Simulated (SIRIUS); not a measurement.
SIRIUS run on InSe (R3m, 4 atoms in the cell; from Materials Project mp-22691, changed as shown): self-consistent single point.

Computed with LDA (PW92), GBRV LDA ultrasoft pseudopotentials (plane waves; SIRIUS).

The change in words: lattice scaled by 1.02. Reference geometry (R3m):
```xyz
4
Lattice="2.0233 1.1682 8.6085 -2.0233 1.1682 8.6085 0.0000 -2.3364 8.6085" Properties=species:S:1:pos:R:3 pbc="T T T"
In     0.0000     0.0000     2.8499
In     0.0000     0.0000     0.0473
Se     0.0000     0.0000    16.0044
Se     0.0000     0.0000    21.3269
```

Reference input (self-consistent single point, DFT, LDA (PW92), plane waves, GBRV LDA ultrasoft pseudopotentials): parameters.ngridk = 8 8 8; parameters.xc_functionals = [XC_LDA_X, XC_LDA_C_PW]; parameters.gk_cutoff = 6.325 1/bohr; parameters.pw_cutoff = 14.143 1/bohr; parameters.smearing = fermi_dirac; parameters.smearing_width = 0.00183747 Ha; potentials = GBRV LDA ultrasoft pseudopotentials; parameters.electronic_structure_method = pseudopotential; parameters.num_bands = 23; parameters.num_mag_dims = 0; parameters.num_dft_iter = 100; parameters.energy_tol = 1e-07 Ha. This run's input differs from it in these lines:

```diff
@@ -32,7 +32,7 @@
     "lattice_vectors": [
-      [0.2268340547, 0.1309627272, 0.9650880978],
-      [-0.2268340547, 0.1309627272, 0.9650880978],
-      [0.0, -0.2619254543, 0.9650880978]
+      [0.2268340747, 0.1309627785, 0.9650880854],
+      [-0.2268340747, 0.1309627785, 0.9650880854],
+      [0.0, -0.2619254471, 0.9650880854]
     ],
-    "lattice_vectors_scale": 16.856234,
+    "lattice_vectors_scale": 17.193358,
     "atom_coordinate_units": "lattice",
```

The program printed (abridged):

```
[find] density tolerance         : 1e-06
[find] total energy tolerance    : 1e-07
[find] iter_solver_tol (initial) : 0.01
[find] iter_solver_tol (target)  : 1e-13
[find] num_dft_iter              : 100
Charges and magnetic moments
--------------------------------------------------------------------------------
total charge          : 38.000000
[find] | SCF iteration   0 out of 100|
[diagonalize] iterative solver tolerance (occupied, empty): 0.01 0.01
[diagonalize] average number of iterations: 2.26154
[find] Charges and magnetic moments
[find] total charge          : 38.000000
[find] Energy
   [... lines left out ...]

[find] Charges and magnetic moments
[find] total charge          : 38.000000
[find] Energy
[find] smearing (-TS)                 :      -0.00001668
[find] Total energy                   :    -176.38664329 (Ha),    -352.77328659 (Ry)
[find] Free energy (E-TS)             :    -176.38665997 (Ha),    -352.77331995 (Ry)
[find] band gap (eV)                  :       0.07617495
[find] Efermi                         :       0.17753872
[find] iteration : 17, RMS (target) : 8.3673e-07 (1.0000e-06) , energy difference (target) : -4.0814e-11 (1.0000e-07)
[find] bands are converged : true
[find] iterative solver converged : true
[find] converged after 18 SCF iterations!
[find] Charges and magnetic moments
[find] total charge          : 38.000000
[find] Energy
[find] smearing (-TS)                 :      -0.00001668
[find] Total energy                   :    -176.38664329 (Ha),    -352.77328659 (Ry)
[find] Free energy (E-TS)             :    -176.38665997 (Ha),    -352.77331995 (Ry)
[find] band gap (eV)                  :       0.07617495
[find] Efermi                         :       0.17753872
[ground_state] === stress tensor components [kbar] ===
[ground_state] === stress_total ===
[ground_state]    50.771187    0.000000   -0.000000
[ground_state]     0.000000   50.771165   -0.000002
[ground_state]    -0.000000   -0.000002   49.064856
[ground_state] ==== total Forces in Ha/bohr =====
[ground_state] atom:    0, force:       0.0000000      0.0000000      0.0029292
[ground_state] atom:    1, force:      -0.0000000     -0.0000000     -0.0029657
[ground_state] atom:    2, force:       0.0000000      0.0000000      0.0105233
[ground_state] atom:    3, force:       0.0000000     -0.0000000     -0.0104874
```

The run converged in 18 iterations. SIRIUS prints the stress tensor with tension positive. Against the reference run the free energy goes up by 41.4 meV/atom, the pressure goes from -2.93 to -5.02 GPa and the largest force goes from 0.158 to 0.541 eV/Å.

The structure comes from a collection of computed structures, made at another level of theory; the collection holds predicted forms beside known ones.

Cost on one core: around 2.8 core-minutes (rough).

The gap that the log prints is read on the run's mesh, which can miss the band edges or a crossing.
